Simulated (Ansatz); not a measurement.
Space group I-43d (No. 220). a = 5.968 Å, b = 5.968 Å, c = 5.968 Å, α = 90.00°, β = 90.00°, γ = 90.00°
```
atom site symmetry x y z
  Ga   12a      -4..  0.3750  0.0000  0.2500
```

Equation of state of this Ga structure (not necessarily the ground state), with shape and atoms relaxed at each volume where symmetry leaves them free. It has no gap at any of these volumes. These are results of DFT PBEsol, scalar-relativistic, plane waves, PAW (Ansatz 0.2.0), not measurements.

Plane waves to 420 eV, a k mesh through Γ of 8×8×8 on the computed 6-atom cell and Gaussian smearing (0.10 eV); no spin polarisation.

| V (Å³/atom) | E − E(largest V) (meV/atom) | P (GPa) |
| --- | --- | --- |
| 16.653 | 2.31 | 4.28 |
| 17.185 | -7.86 | 1.92 |
| 17.716 | -10.89 | -0.05 |
| 18.248 | -7.94 | -1.69 |
| 18.779 | 0.00 | -3.07 |

Problem. Fit a third-order Birch–Murnaghan equation to E(V).

Solution. V0 = 17.70 Å³/atom, B0 = 60 GPa, B0' = 5.0.

This form isn't the element's structure at ambient conditions.

Cost: 5 runs of about 1.8 core-minutes in all, on Arm Neoverse V1 (shared hosts).